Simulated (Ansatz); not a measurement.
Kick test of a cell of Zn2Cd3S5

It was reached by relaxing an invented guess, and it needn't be the stable form of this composition.

All numbers below come from DFT PBE, scalar-relativistic, plane waves, PAW (Ansatz 0.2.0). Settings: cutoff 420 eV, Γ-centred mesh 10×10×10 on the computed 10-atom cell, Gaussian smearing of 0.02 eV; no spin polarisation.

The cell below (10 atoms, space group I-4m2 (No. 119)) is relaxed within its symmetry.

```
Zn Cd S
1.0
    -2.01743    2.01743   14.45895
     2.01743   -2.01743   14.45895
     2.01743    2.01743  -14.45895
Zn Cd S
2 3 5
Direct
  0.65190 0.15190 0.50000
  0.84810 0.34810 0.50000
  0.44621 0.94621 0.50000
  0.05379 0.55379 0.50000
  0.25000 0.75000 0.50000
  0.80401 0.80401 0.00000
  0.39219 0.39219 0.00000
  0.00000 0.00000 0.00000
  0.60781 0.60781 0.00000
  0.19599 0.19599 0.00000
```

For the test it was strained at random (σ = 1.5 % a component), the atoms were moved at random (σ = 0.15 Å), and all was relaxed again on a coarse 4×4×4 mesh (in the run’s order of axes) with 0.10 eV smearing, with no symmetry imposed.

Problem. Is the structure stable against such a distortion?

Solution. It returns, within 1 meV/atom of the unmoved cell on that mesh and with the same symmetry when read at 0.1 Å (P1 at 0.01 Å, so small strains and shifts remain). No instability shows in this cell; modes of other wave vectors, which need another repeat, aren't tested.
